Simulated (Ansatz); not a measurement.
**An elastic constant from a strain scan in Ge**

Level of theory: DFT PBEsol, scalar-relativistic, plane waves, PAW in Ansatz. Settings: plane waves to 420 eV, k-mesh 18×18×10 (Γ-centred), Gaussian smearing 0.15 eV. No spin polarisation. Energies are free energies at this smearing, counted from the undisturbed cell; pressure is positive in compression.

The starting cell (as given, not relaxed at this level; it stands at 0.4 GPa; this form isn't the usual structure):

```xyz
2
Lattice="1.4881 -2.5947 0.0000 1.4881 2.5947 0.0000 0.0000 0.0000 4.7276" Properties=species:S:1:pos:R:3 pbc="T T T"
Ge    1.4881   -0.8643    1.1819
Ge    1.4881    0.8643    3.5457
```

The cell is strained by ε times the Voigt pattern (1, 1, 0, 0, 0, 0) (xx, yy, zz, yz, xz, xy; engineering shear) with fractional coordinates fixed. The cell holds 2 atoms in V0 = 36.51 Å³. The stress column is τ = (1/V0) dE/dε, got from the stress tensor σ (compression positive) at each point as −det(1 + εP) σ : P(1 + εP)⁻¹, with P the pattern as a tensor.

```
      ε  ΔE (meV/atom)  τ (GPa)
-0.0200          8.415   -6.943
-0.0150          4.934   -5.283
-0.0100          2.392   -3.651
-0.0050          0.761   -2.090
 0.0000          0.000   -0.588
 0.0050          0.089    0.900
 0.0100          1.034    2.418
 0.0150          2.854    3.974
 0.0175          4.098    4.761
 0.0200              ?        ?
```

Task: Which combination of elastic constants does this scan measure, and how large is it?

Result: For small ε, τ = τ0 + Kε with K = pᵀCp, which for this pattern is C11 + C22 + 2 C12 in the Cartesian frame shown. The parabola through τ at ε = -0.0050, 0 and 0.0050 has slope K = 299 GPa at zero. The energies per cell, E = NΔE, of the wider pair ε = ±0.0150 give K = 2[E(ε₊)/ε₊ − E(ε₋)/ε₋]/[(ε₊ − ε₋)V0] = 304 GPa, in agreement. These are clamped-ion values.

Task: Predict the withheld row at ε = 0.0200 from the harmonic law, and compare.

Result: ΔE = V0(τ0 ε + Kε²/2)/N = 5.471 meV/atom and τ = 5.39 GPa. The calculation gives 5.567 meV/atom and 5.55 GPa, a miss of 1.8 % of the harmonic energy, so the harmonic law still holds here.

In a metal these slopes depend on the k mesh and the smearing.